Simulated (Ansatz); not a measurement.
Data:

Se:
```yaml
crystal:
  lattice:
    - [4.52804, 0.00000, 0.00000]
    - [-2.26402, 3.92140, 0.00000]
    - [0.00000, 0.00000, 5.04320]
  atoms:
    - { symbol: Se, position: [0.21848, 0.00000, 0.83333] }
    - { symbol: Se, position: [0.00000, 0.21848, 0.16667] }
    - { symbol: Se, position: [0.78152, 0.78152, 0.50000] }
```

This is the PBE-relaxed structure. Tensor components refer to the Cartesian frame of this cell.

Problem. All from the program Ansatz at the PBE level (PAW), unless another level is named. Give the piezoelectric stress constants (proper, relaxed ions, C/m²).

Solution. e11 = -0.43, e12 = e26 = 0.43.

Problem. Next, the bulk modulus (Birch–Murnaghan fit)?

Solution. 4.5 GPa.

Problem. What about the elastic constants (relaxed ions, GPa)?

Solution. C11 = 7.2, C12 = 2.3, C13 = 8.9, C14 = 2.9, C33 = 70.0, C44 = 11.3.

Space group P3_121 (trigonal Se type). Symmetry was held in the PBE relaxation. A crystal of weakly bound chains computed without a dispersion correction: the cell and the soft elastic constants depend strongly on that.

Potentials: the later of the program's two PAW sets.
